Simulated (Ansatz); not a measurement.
**Gd, first-principles data**

Gd:
```
Gd
1.0
    1.76791     1.02070     8.52078
   -1.76791     1.02070     8.52078
    0.00000    -2.04140     8.52078
Gd
3
Direct
  0.00000   0.00000   0.00000
  0.22178   0.22178   0.22178
  0.77822   0.77822   0.77822
```
The run is spin-polarised; directions of the spins, atom by atom: ↑ ↑ ↑.

Space group R-3m (No. 166), 9R (Sm type); conventional cell a = 3.536 Å, b = 3.536 Å, c = 25.562 Å, α = 90.00°, β = 90.00°, γ = 120.00°.

Method: the program Ansatz at the PBEsol level (PAW). The cell and atoms are relaxed at this level. Other levels are named where they apply.

Cell and energy:

| Item | Result |
|---|---|
| Volume per atom | 30.75 Å³ |
| Density | 8.49 g/cm³ |

Electronic structure:

| Quantity | Value |
|---|---|
| Electronic character | metallic (no gap) |
| Density of states at the Fermi level | 2.0 states/eV per atom (mean over ±0.08 eV) |

Magnetism:

| Property | Result |
|---|---|
| Magnetic order | ferromagnetic |
| Net moment | 7.36 μB per atom |

Mechanics:

| Property | Result |
|---|---|
| Bulk modulus (Birch–Murnaghan fit) | 345 kbar |
| Pressure derivative B′ | 3.8 |

The workflow started from a Materials Project entry (that database holds measured and hypothetical structures alike); the Crystallography Open Database copy checked does not list it. It is not the phase usual at ambient conditions (space group No. 194). The cell was relaxed with PBEsol under the symmetry of its start; whether a distortion lowers the energy is not shown. Magnetic state: ferromagnetic, the only order run, not a proven ground state. Caveat: open 4f shells can settle in a state that is not the lowest. The program gave a warning on the electronic state, which may not be the lowest. No Hubbard U is applied. Axis ratios of metals converge slowly with the k-mesh, so a and c are less sure than the volume. Spin–orbit coupling is left out wherever it is not named.

Potentials: the earlier of the program's two PAW sets. The files were generated under PBE; for other functionals the program regenerates the frozen cores, and for LDA and PBEsol the local potential too.
